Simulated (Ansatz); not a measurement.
GeSe:
```
CELL_PARAMETERS angstrom
     10.62937     0.00000     0.00000
      0.00000     3.83309     0.00000
      0.00000     0.00000     4.20016
ATOMIC_POSITIONS crystal
  Ge 0.11945 0.25000 0.10534
  Ge 0.88055 0.75000 0.89466
  Ge 0.38055 0.75000 0.60534
  Ge 0.61945 0.25000 0.39466
  Se 0.85638 0.25000 0.49200
  Se 0.14362 0.75000 0.50800
  Se 0.64362 0.75000 0.99200
  Se 0.35638 0.25000 0.00800
```

Relaxed with LDA. Special points in fractions of this cell's reciprocal vectors: Γ (0.000, 0.000, 0.000); X (0.500, 0.000, 0.000); S (0.500, 0.500, 0.000); Y (0.000, 0.500, 0.000); Z (0.000, 0.000, 0.500); U (0.500, 0.000, 0.500); R (0.500, 0.500, 0.500); T (0.000, 0.500, 0.500).

Problem. List the band energies nearest the valence-band maximum at these points for LDA (plane waves, PAW; program Ansatz).

Solution. In eV from the valence-band maximum; about four levels below and three above (degenerate sets whole), none deeper than 8.9 eV; points with the same levels are listed once.

```
k                    below                above
-  -----------------------  -------------------
Γ  -1.67 -1.41 -1.01 -0.47       0.28 2.60 2.61
X  -2.05 -2.05 -0.62 -0.62  2.16 2.16 2.39 2.39
S  -1.61 -1.61 -1.61 -1.61  1.33 1.33 1.33 1.33
Y  -1.40 -1.40 -1.29 -1.29  0.86 0.86 1.09 1.09
Z  -1.15 -1.15 -0.56 -0.56  0.98 0.98 1.50 1.50
U  -0.71 -0.71 -0.69 -0.69  1.01 1.01 1.59 1.59
R  -1.78 -1.78 -1.78 -1.78  2.28 2.28 2.28 2.28
T  -2.68 -2.68 -1.84 -1.84  2.69 2.69 3.26 3.26
```

Space group Pnma. The LDA relaxation kept the symmetry of its start; of distortions, only those at the zone centre were tested. A crystal of weakly bound layers computed without a dispersion correction: the cell and the soft elastic constants depend strongly on that. Spin–orbit coupling is left out wherever it is not named.

Potentials: the later of the program's two PAW sets.
